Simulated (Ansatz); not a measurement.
SiW (CsCl type, space group No. 221) at seven volumes, r²SCAN in the plane-wave PAW code Ansatz, scaled uniformly. One row is withheld.

| V (Å³/atom) | P (GPa) |
|---|---|
| 12.737 | 28.92 |
| 13.157 | 17.71 |
| 13.577 | ? |
| 13.996 | 0.00 |
| 14.416 | -6.98 |
| 14.836 | -12.93 |
| 15.256 | -17.96 |

Question: Fit the shown pressures and predict the withheld one.

Answer: P = (3/2)B₀(x^(7/2) − x^(5/2))[1 + (3/4)(B′ − 4)(x − 1)] with x = (V₀/V)^(2/3). Least squares on the six rows gives V₀ = 13.996 Å³/atom, B₀ = 251 GPa, B′ = 4.29. At V = 13.577, x = 1.0205 and P = 8.14 GPa. The run itself gave 8.15 GPa.

Space group Pm-3m (CsCl type). A made-up cell: these elements were put on the sites of a structure type; neither database checked (COD, Materials Project) lists it. Its standing as an ambient phase is unchecked. The cell was relaxed with r²SCAN under the symmetry of its start; its stability against distortions is not shown here. The run is not spin-polarised. Spin–orbit coupling is left out wherever it is not named.

Potentials: the later of the program's two PAW sets.
